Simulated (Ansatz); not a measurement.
This log comes from Ansatz, run on Ba3CaF8 on the sites of the fluorite structure (relaxed group Cmmm). Cell and atoms come from a relaxation with r2SCAN.

Structure:
```
CELL_PARAMETERS angstrom
4.22818 -6.03781 0.00000
4.22818 6.03781 0.00000
0.00000 0.00000 4.26877
ATOMIC_POSITIONS crystal
Ba 0.00000 0.50000 0.00000
F 0.38779 0.15159 0.50000
F 0.15159 0.38779 0.50000
Ca 0.50000 0.50000 0.50000
F 0.87514 0.12486 0.00000
F 0.61267 0.38733 0.00000
Ba 0.00000 0.00000 0.50000
F 0.38733 0.61267 0.00000
F 0.12486 0.87514 0.00000
Ba 0.50000 0.00000 0.00000
F 0.84841 0.61221 0.50000
F 0.61221 0.84841 0.50000
```

The output, standing remarks left out:
```
scf.n_extra_bands = 14 over 96 filled bands (N_el = 96.0): the run solves 110 bands
Functional definition: PBE
Crystal: 12 atoms, lattice volume = 217.955 Å³
Basis set: ecut = 420 eV, 4265 PW (Γ)
Bands: 110, of which v1, the nominal top of the filled ones, is band 96 counted from 1 (95 counted from 0)
Symmetry: 8 space group operations + 8 with time reversal
Magnetic group: BNS 65.482 (UNI 580)
k-points: 28 of 96
SCF converged after 11 iterations
Free energy (F): -26170.875997 eV
Fermi energy:    3.758891 eV
--- Per-component energies (eV) ---
  E_band       = -485.833210
  E_kinetic    = 2445.583655
  E_local      = -6548.741635
  E_nonlocal   = 820.717905
  E_hartree    = 2452.584755
  E_xc         = -1289.460921
  E_vxc        = -1408.216633
  E_paw        = -18153.112494
  E_vpaw       = -700.359241
  E_ewald      = -5898.463812
--- Forces (eV/Å), atoms counted from 1 ---
  atom   1  Ba      0.00000      0.00000      0.00000
  atom   2  F     -0.03642    -0.03376      0.00000
  atom   3  F     -0.03642      0.03376      0.00000
  atom   4  Ca      0.00000      0.00000      0.00000
  atom   5  F       0.00000      0.00796      0.00000
  atom   6  F       0.00000    -0.04626      0.00000
  atom   7  Ba      0.00000      0.00000      0.00000
  atom   8  F       0.00000      0.04626      0.00000
  atom   9  F       0.00000    -0.00796      0.00000
  atom  10  Ba      0.00000      0.00000      0.00000
  atom  11  F       0.03642    -0.03376      0.00000
  atom  12  F       0.03642      0.03376      0.00000
--- Stress (GPa, compression-positive) ---
        1.746462       0.000000       0.000000
        0.000000       1.730634       0.000000
        0.000000       0.000000       1.759915
  P = ⅓ Tr σ = 1.7457 GPa (17.457 kbar)
--- Band table (eV; the first three rows and the last of 28) ---
  k-point 0: bands = […, 3.2300, 3.2300, 3.3645, 3.3645, 3.5147, 3.5147, 3.7428, 3.7428, 9.9885, 9.9885, 10.7880, 10.7880, 12.1125, 12.1125, …]
  k-point 1: bands = […, 3.3242, 3.3242, 3.3548, 3.3548, 3.4700, 3.4700, 3.7414, 3.7414, 10.3544, 10.3544, 10.9889, 10.9889, 11.5169, 11.5169, …]
  k-point 2: bands = […, 3.3886, 3.3886, 3.4222, 3.4222, 3.4355, 3.4355, 3.7479, 3.7479, 10.8281, 10.8281, 10.9820, 10.9820, 11.3797, 11.3797, …]
  k-point 27: bands = […, 3.2095, 3.2095, 3.3371, 3.3371, 3.4545, 3.4545, 3.6055, 3.6055, 10.2645, 10.2645, 10.9987, 10.9987, 12.0081, 12.0081, …]
```

Question: Which of these blocks stood in the input: relax, gw, phonons, dielectric, magnetization (spin_orbit)?

Answer: magnetization (spin_orbit). A single point prints forces and stress when the output block asks for them.

Question: Which k mesh was typed?

Answer: 4×4×6, Γ-centred. The answer isn't unique; the calculation gave this one.

Question: How were the bands filled?

Answer: Fixed occupations.

Question: What wall time did it need on 1 × NVIDIA H100 80GB HBM3 with 2 threads of AMD EPYC 7R13 Processor (Zen 3), with other jobs on the host, load about 0.9 per core, and how much host memory at the peak?

Answer: About 21 s, with a peak of 1.2 GiB.

All values are calculated for a non-magnetic cell, which may be hypothetical.
